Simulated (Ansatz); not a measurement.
Geometry optimisation in Ansatz: input, command and trajectory.

```yaml
crystal:
  lattice:
    - [6.878271281, 0.0, 0.0]
    - [0.0, 6.878271281, 0.0]
    - [0.0, 0.0, 6.878271281]
  atoms:
    - { symbol: Si, position: [0.2911416832, 0.2911416832, 0.2911416832] }
    - { symbol: Si, position: [0.2088583168, 0.7088583168, 0.7911416832] }
    - { symbol: Si, position: [0.7911416832, 0.2088583168, 0.7088583168] }
    - { symbol: Si, position: [0.7088583168, 0.7911416832, 0.2088583168] }
    - { symbol: Si, position: [1.0254416447, 1.0254416447, 1.0254416447] }
    - { symbol: Si, position: [0.4745583553, -0.0254416447, 0.5254416447] }
    - { symbol: Si, position: [0.5254416447, 0.4745583553, -0.0254416447] }
    - { symbol: Si, position: [-0.0254416447, 0.5254416447, 0.4745583553] }
    - { symbol: O, position: [0.1580044102, 0.1580044102, 0.1580044102] }
    - { symbol: O, position: [0.3419955898, 0.8419955898, 0.6580044102] }
    - { symbol: O, position: [0.6580044102, 0.3419955898, 0.8419955898] }
    - { symbol: O, position: [0.8419955898, 0.6580044102, 0.3419955898] }
    - { symbol: O, position: [0.6378791652, 0.6718088699, 0.0231615546] }
    - { symbol: O, position: [0.8621208348, 0.3281911301, 0.5231615546] }
    - { symbol: O, position: [0.1378791652, 0.8281911301, 0.9768384454] }
    - { symbol: O, position: [0.3621208348, 0.1718088699, 0.4768384454] }
    - { symbol: O, position: [0.0231615546, 0.6378791652, 0.6718088699] }
    - { symbol: O, position: [0.5231615546, 0.8621208348, 0.3281911301] }
    - { symbol: O, position: [0.9768384454, 0.1378791652, 0.8281911301] }
    - { symbol: O, position: [0.4768384454, 0.3621208348, 0.1718088699] }
    - { symbol: O, position: [0.6718088699, 0.0231615546, 0.6378791652] }
    - { symbol: O, position: [0.3281911301, 0.5231615546, 0.8621208348] }
    - { symbol: O, position: [0.8281911301, 0.9768384454, 0.1378791652] }
    - { symbol: O, position: [0.1718088699, 0.4768384454, 0.3621208348] }
basis:
  ecutwfc: 500
kpoints:
  mp_grid: { grid: [4, 4, 4] }
hamiltonian:
  xc: r2scan
scf:
  occupations: { method: gaussian, width: 0.02 }
output:
  forces: true
  stress: true
  eigenvalues: true
relax:
  adjacent_minimum: "off"
  f_tol: 0.01
  max_steps: 30
```

```bash
ansatz run input.yaml --threads 4 --pin off --max-ram 10240MiB --backend cpu --events-out ev --progress --plain --runs-dir out
```

The calculation used DFT r2SCAN, scalar-relativistic, plane waves, PAW in Ansatz 0.2.0.

The volume is held at 0.91 times that of the relaxed cell.

Of 5 frames 4 are shown, positions in Å and forces in eV/Å; the SCF threshold varies from step to step.

```xyz
24
Lattice="6.8783 0.0000 0.0000 0.0000 6.8783 0.0000 0.0000 0.0000 6.8783" Properties=species:S:1:pos:R:3:forces:R:3 pbc="T T T" step=1 free_energy_over_end_meV_per_atom=7.58
Si    2.0026    2.0026    2.0026    0.0302    0.0302    0.0302
Si    1.4366    4.8757    5.4417   -0.0302   -0.0302    0.0302
Si    5.4417    1.4366    4.8757    0.0302   -0.0302   -0.0302
Si    4.8757    5.4417    1.4366   -0.0302    0.0302   -0.0302
Si    7.0533    7.0533    7.0533    0.0068    0.0068    0.0068
Si    3.2641   -0.1750    3.6141   -0.0068   -0.0068    0.0068
Si    3.6141    3.2641   -0.1750    0.0068   -0.0068   -0.0068
Si   -0.1750    3.6141    3.2641   -0.0068    0.0068   -0.0068
O     1.0868    1.0868    1.0868    0.0303    0.0303    0.0303
O     2.3523    5.7915    4.5259   -0.0303   -0.0303    0.0303
O     4.5259    2.3523    5.7915    0.0303   -0.0303   -0.0303
O     5.7915    4.5259    2.3523   -0.0303    0.0303   -0.0303
O     4.3875    4.6209    0.1593    0.1044    0.2042   -0.3831
O     5.9299    2.2574    3.5984   -0.1044   -0.2042   -0.3831
O     0.9484    5.6965    6.7190    0.1044   -0.2042    0.3831
O     2.4908    1.1817    3.2798   -0.1044    0.2042    0.3831
O     0.1593    4.3875    4.6209   -0.3831    0.1044    0.2042
O     3.5984    5.9299    2.2574   -0.3831   -0.1044   -0.2042
O     6.7190    0.9484    5.6965    0.3831    0.1044   -0.2042
O     3.2798    2.4908    1.1817    0.3831   -0.1044    0.2042
O     4.6209    0.1593    4.3875    0.2042   -0.3831    0.1044
O     2.2574    3.5984    5.9299   -0.2042   -0.3831   -0.1044
O     5.6965    6.7190    0.9484   -0.2042    0.3831    0.1044
O     1.1817    3.2798    2.4908    0.2042    0.3831   -0.1044
24
Lattice="6.8783 0.0000 0.0000 0.0000 6.8783 0.0000 0.0000 0.0000 6.8783" Properties=species:S:1:pos:R:3:forces:R:3 pbc="T T T" step=2 free_energy_over_end_meV_per_atom=3.73
Si    2.0147    2.0147    2.0147    0.0043    0.0043    0.0043
Si    1.4245    4.8636    5.4538   -0.0043   -0.0043    0.0043
Si    5.4538    1.4245    4.8636    0.0043   -0.0043   -0.0043
Si    4.8636    5.4538    1.4245   -0.0043    0.0043   -0.0043
Si    7.0598    7.0598    7.0598    0.0152    0.0152    0.0152
Si    3.2576   -0.1815    3.6207   -0.0152   -0.0152    0.0152
Si    3.6207    3.2576   -0.1815    0.0152   -0.0152   -0.0152
Si   -0.1815    3.6207    3.2576   -0.0152    0.0152   -0.0152
O     1.0962    1.0962    1.0962   -0.0346   -0.0346   -0.0346
O     2.3429    5.7820    4.5354    0.0346    0.0346   -0.0346
O     4.5354    2.3429    5.7820   -0.0346    0.0346    0.0346
O     5.7820    4.5354    2.3429    0.0346   -0.0346    0.0346
O     4.3845    4.6285    0.1405    0.0829    0.1773   -0.2816
O     5.9329    2.2498    3.5796   -0.0829   -0.1773   -0.2816
O     0.9454    5.6889    6.7378    0.0829   -0.1773    0.2816
O     2.4938    1.1894    3.2986   -0.0829    0.1773    0.2816
O     0.1405    4.3845    4.6285   -0.2816    0.0829    0.1773
O     3.5796    5.9329    2.2498   -0.2816   -0.0829   -0.1773
O     6.7378    0.9454    5.6889    0.2816    0.0829   -0.1773
O     3.2986    2.4938    1.1894    0.2816   -0.0829    0.1773
O     4.6285    0.1405    4.3845    0.1773   -0.2816    0.0829
O     2.2498    3.5796    5.9329   -0.1773   -0.2816   -0.0829
O     5.6889    6.7378    0.9454   -0.1773    0.2816    0.0829
O     1.1894    3.2986    2.4938    0.1773    0.2816   -0.0829
24
Lattice="6.8783 0.0000 0.0000 0.0000 6.8783 0.0000 0.0000 0.0000 6.8783" Properties=species:S:1:pos:R:3:forces:R:3 pbc="T T T" step=3 free_energy_over_end_meV_per_atom=1.67
Si    2.0419    2.0419    2.0419   -0.2837   -0.2837   -0.2837
Si    1.3972    4.8364    5.4810    0.2837    0.2837   -0.2837
Si    5.4810    1.3972    4.8364   -0.2837    0.2837    0.2837
Si    4.8364    5.4810    1.3972    0.2837   -0.2837    0.2837
Si    7.0751    7.0751    7.0751   -0.3964   -0.3964   -0.3964
Si    3.2423   -0.1968    3.6360    0.3964    0.3964   -0.3964
Si    3.6360    3.2423   -0.1968   -0.3964    0.3964    0.3964
Si   -0.1968    3.6360    3.2423    0.3964   -0.3964    0.3964
O     1.1069    1.1069    1.1069    0.5435    0.5435    0.5435
O     2.3323    5.7714    4.5460   -0.5435   -0.5435    0.5435
O     4.5460    2.3323    5.7714    0.5435   -0.5435   -0.5435
O     5.7714    4.5460    2.3323   -0.5435    0.5435   -0.5435
O     4.3811    4.6519    0.0953   -0.0854   -0.1306   -0.0538
O     5.9363    2.2263    3.5345    0.0854    0.1306   -0.0538
O     0.9420    5.6655    6.7829   -0.0854    0.1306    0.0538
O     2.4971    1.2128    3.3438    0.0854   -0.1306    0.0538
O     0.0953    4.3811    4.6519   -0.0538   -0.0854   -0.1306
O     3.5345    5.9363    2.2263   -0.0538    0.0854    0.1306
O     6.7829    0.9420    5.6655    0.0538   -0.0854    0.1306
O     3.3438    2.4971    1.2128    0.0538    0.0854   -0.1306
O     4.6519    0.0953    4.3811   -0.1306   -0.0538   -0.0854
O     2.2263    3.5345    5.9363    0.1306   -0.0538    0.0854
O     5.6655    6.7829    0.9420    0.1306    0.0538   -0.0854
O     1.2128    3.3438    2.4971   -0.1306    0.0538    0.0854
24
Lattice="6.8783 0.0000 0.0000 0.0000 6.8783 0.0000 0.0000 0.0000 6.8783" Properties=species:S:1:pos:R:3:forces:R:3 pbc="T T T" step=5 free_energy_over_end_meV_per_atom=0.00
Si    2.0334    2.0334    2.0334   -0.0008   -0.0008   -0.0008
Si    1.4058    4.8449    5.4725    0.0008    0.0008   -0.0008
Si    5.4725    1.4058    4.8449   -0.0008    0.0008    0.0008
Si    4.8449    5.4725    1.4058    0.0008   -0.0008    0.0008
Si    7.0664    7.0664    7.0664    0.0063    0.0063    0.0063
Si    3.2510   -0.1881    3.6273   -0.0063   -0.0063    0.0063
Si    3.6273    3.2510   -0.1881    0.0063   -0.0063   -0.0063
Si   -0.1881    3.6273    3.2510   -0.0063    0.0063   -0.0063
O     1.1082    1.1082    1.1082    0.0029    0.0029    0.0029
O     2.3309    5.7701    4.5473   -0.0029   -0.0029    0.0029
O     4.5473    2.3309    5.7701    0.0029   -0.0029   -0.0029
O     5.7701    4.5473    2.3309   -0.0029    0.0029   -0.0029
O     4.3788    4.6511    0.0993   -0.0029    0.0020    0.0071
O     5.9386    2.2272    3.5385    0.0029   -0.0020    0.0071
O     0.9397    5.6663    6.7789   -0.0029   -0.0020   -0.0071
O     2.4995    1.2120    3.3398    0.0029    0.0020   -0.0071
O     0.0993    4.3788    4.6511    0.0071   -0.0029    0.0020
O     3.5385    5.9386    2.2272    0.0071    0.0029   -0.0020
O     6.7789    0.9397    5.6663   -0.0071   -0.0029   -0.0020
O     3.3398    2.4995    1.2120   -0.0071    0.0029    0.0020
O     4.6511    0.0993    4.3788    0.0020    0.0071   -0.0029
O     2.2272    3.5385    5.9386   -0.0020    0.0071    0.0029
O     5.6663    6.7789    0.9397   -0.0020   -0.0071   -0.0029
O     1.2120    3.3398    2.4995    0.0020   -0.0071    0.0029
```

Time: 89 s on 4 threads of Intel(R) Xeon(R) Platinum 8259CL CPU @ 2.50GHz (Skylake/Cascade Lake), with other jobs on the host, peak memory 1.6 GiB.